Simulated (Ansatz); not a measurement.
Given:

YC2:
```
CELL_PARAMETERS angstrom
     -1.81124     1.81124     3.07641
      1.81124    -1.81124     3.07641
      1.81124     1.81124    -3.07641
ATOMIC_POSITIONS crystal
  Y  0.00000 0.00000 0.00000
  C  0.60561 0.60561 0.00000
  C  0.39439 0.39439 0.00000
```

This is the PBEsol-relaxed structure.

Problem. All from plane-wave PAW PBEsol (Ansatz code), unless another level is named. Give the electronic character.

Solution. metallic (no gap).

Problem. What about the formation energy from the elements (no fitted shifts)?

Solution. -218 meV/atom.

Problem. Next, the density of states at the Fermi level?

Solution. 0.25 states/eV per atom (mean over ±0.08 eV).

Problem. Predict the gap with spin–orbit coupling.

Solution. none (metallic).

Space group I4/mmm (MoSi2 or CaC2 type). The first step of the workflow began from a Materials Project structure, measured or hypothetical; the Crystallography Open Database files this formula in space group No. 139, but the cells were not matched. Whether it is the stable phase at ambient conditions was not checked. The cell was relaxed with PBEsol under the symmetry of its start; of distortions, only those at the zone centre were tested. The run is not spin-polarised. The references are the lowest solids computed at this level, not always the standard phases. Scalar-relativistic: spin–orbit coupling is off unless named, which matters more the heavier the elements.

Potentials: the later of the program's two PAW sets.
